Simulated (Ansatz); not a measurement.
A geometry of Bi₂Te₃ away from equilibrium: step 2 of the relaxation of a generated cell, Bi2Te3 placed in the Bi2Te3 structure type. These are PBEsol (plane waves to 420 eV, PAW, scalar-relativistic; Ansatz, an electronic-structure program) values and carry that method's errors. Γ-centred k-mesh 6×6×6 on the run's cell (coarser than for final values), Fermi–Dirac smearing 0.05 eV.

```yaml
crystal:
  lattice:
    - [2.19030, 1.26457, 9.95455]
    - [-2.19030, 1.26457, 9.95455]
    - [0.00000, -2.52914, 9.95455]
  atoms:
    - { symbol: Bi, position: [0.40211, 0.40211, 0.40211] }
    - { symbol: Bi, position: [0.59789, 0.59789, 0.59789] }
    - { symbol: Te, position: [0.00000, 0.00000, 0.00000] }
    - { symbol: Te, position: [0.20967, 0.20967, 0.20967] }
    - { symbol: Te, position: [0.79033, 0.79033, 0.79033] }
```

### Question
Give the Cartesian forces on all atoms (eV/Å).

### Answer
```json
[
 {"atom": "Bi1", "Fx": "0.00", "Fy": "0.00", "Fz": "-0.60"},
 {"atom": "Bi2", "Fx": "0.00", "Fy": "0.00", "Fz": "0.60"},
 {"atom": "Te3", "Fx": "0.00", "Fy": "0.00", "Fz": "0.00"},
 {"atom": "Te4", "Fx": "0.00", "Fy": "0.00", "Fz": "-0.43"},
 {"atom": "Te5", "Fx": "0.00", "Fy": "0.00", "Fz": "0.43"}
]
```

### Question
What is the pressure?

### Answer
+1.2 GPa, compression positive.

No spin polarisation in the result.

The run could not lose the symmetry of its start.
